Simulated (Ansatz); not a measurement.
## Compressing MnPt$_{3}$: a fit and a missing row

MnPt$_{3}$, Pm-3m, a = 3.909 Å. The structure is a COD entry; whether it is the stable form wasn't checked. Ansatz: r2SCAN, PAW, 500 eV, Γ-centred 12×12×12 mesh on 4 atoms, Gaussian smearing 0.10 eV; collinear spin, largest moment 4.1 μB. Symmetry fixes shape and atoms, so the cell is only scaled; pressure is positive in compression.

```
V (Å³/atom) P (GPa)
     13.143        ?
     13.591    27.51
     14.039    16.46
     14.487     7.39
     14.935    -0.04
     15.383    -6.21
     15.832   -11.32
     16.429   -16.66
```

Question: Take V0 = 14.935 Å³/atom, count pressures from its P0 = -0.04 GPa, fit the third-order Birch–Murnaghan form to the other rows, and predict the missing pressure.

Answer: With the Eulerian strain f = ½[(V0/V)^(2/3) − 1] and y = (P − P0)/[3f(1 + 2f)^(5/2)], the form is the line y = B0 + 1.5 B0 (B0′ − 4) f. Rows (f, y): 0.03244, 241.9; 0.02105, 235.7; 0.01026, 229.4; -0.00976, 221.4; -0.01907, 217.3; -0.03079, 210.9. Means f = 0.0006883, y = 226.10; Σ(Δf)² = 0.003005, ΣΔfΔy = 1.430; the slope is their ratio. y = 225.8 + 476.0 f GPa, so B0 = 225.8 GPa and B0′ = 4 + 2 × (476.0)/(3 × 225.8) = 5.41. At V = 13.143, f = 0.04447, y = 246.97 and P = 40.73 GPa. The run gave 40.87 GPa, so the fit is 0.14 GPa too low, a small miss on the scale of the series.

The state reached may not be the lowest one. Only parallel moments were tried here. Spin–orbit coupling is left out, which can shift energies with elements as heavy as these.